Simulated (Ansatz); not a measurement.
Mg2Sn (fluorite or antifluorite type, Fm-3m) at seven volumes, PBE (plane waves, PAW; program Ansatz), scaled uniformly. One row is withheld.

| V (Å³/atom) | P (GPa) |
|---|---|
| 24.018 | 4.67 |
| 24.809 | 2.86 |
| 25.601 | 1.32 |
| 26.393 | 0.00 |
| 27.185 | ? |
| 27.977 | -2.08 |
| 28.768 | -2.90 |

**Question.** Fit the shown pressures and predict the withheld one.

**Answer.** P = (3/2)B₀(x^(7/2) − x^(5/2))[1 + (3/4)(B′ − 4)(x − 1)] with x = (V₀/V)^(2/3). Least squares on the six rows gives V₀ = 26.394 Å³/atom, B₀ = 40.5 GPa, B′ = 4.27. At V = 27.185, x = 0.9805 and P = -1.12 GPa. The run itself gave -1.12 GPa.

The cell was relaxed with PBE under the symmetry of its start. Scalar-relativistic: spin–orbit coupling is off unless named, which matters more the heavier the elements.

Potentials: the later of the program's two PAW sets.
